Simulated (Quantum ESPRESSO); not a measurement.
# Moving one atom in B4CP2Se

The results below are calculated, not measured. They come from pw.x of Quantum ESPRESSO 7.5, a plane-wave density functional program, with PseudoDojo standard norm-conserving files (v0.5 for PBE, v0.4.1 for LDA and PBEsol). The cells are made up: elements, strain and atom displacements were drawn at random, and nothing was relaxed. There is no spin polarisation, spin-orbit coupling or dispersion term.

The cell has 8 sites of a zincblende or diamond lattice. Sites 1 to 4 hold B B B B; sites 5 to 8 hold C P Se P. Cell vectors in Å: (4.732, -0.004, 0.017); (-0.004, 4.591, -0.017); (0.017, -0.017, 4.706). Settings: PBE, cutoff 1170 eV, 6 x 6 x 6 k mesh shifted by half a step, Fermi-Dirac smearing of 0.1 eV.

Each run shifts the B atom on site 1 along y and leaves all else fixed. Site 8 is one of its nearest neighbours. E is the free energy of the cell above the lowest run shown.

```
run  shift (Å)  Fy on site 1 (eV/Å)  Fy on site 8 (eV/Å)  P (GPa)  E (meV)
  1    -0.1607                2.976               -2.046   -16.12    322.8
  2    -0.1441                2.763               -1.963   -16.28    275.2
  3    -0.1047                2.243               -1.763   -16.64    176.5
  4    -0.0514                1.515               -1.494   -17.03     76.2
  5     0.0285                0.389               -1.102   -17.41      0.0
  7     0.1115               -0.791               -0.723   -17.53     16.7
  6     0.0627                    ?                    ?        ?        ?
```

A rerun of one of these cells at 1467 eV and k mesh 8 x 8 x 8 moved values by no more than 0.002 eV in the cell's energy, 0.02 GPa in stress and 0.002 eV/Å in force.

## Worked fit

A parabola through the six runs shown gives Fy on site 1 = 0.799 - 14.00 u - 2.6 u² eV/Å, with u in Å and a scatter of 0.008 eV/Å. Minus the slope, 14.00 ± 0.16 eV/Å², is this atom's force constant along y at u = 0, with its periodic images moving too. The fitted force vanishes at u = 0.056 Å, where the energy should be lowest along this line. The error is the larger of the fit's own and the change that a cubic makes, rounded up.

## Withheld run

Question: what Fy on site 1 should run 6 give?

The fit gives -0.089 eV/Å. The calculation gave -0.098 eV/Å.

| run | shift (Å) | Fy on site 1 (eV/Å) | Fy on site 8 (eV/Å) | P (GPa) | E (meV) |
| --- | --- | --- | --- | --- | --- |
| 6 | 0.0627 | -0.098 | -0.942 | -17.49 | -5.0 |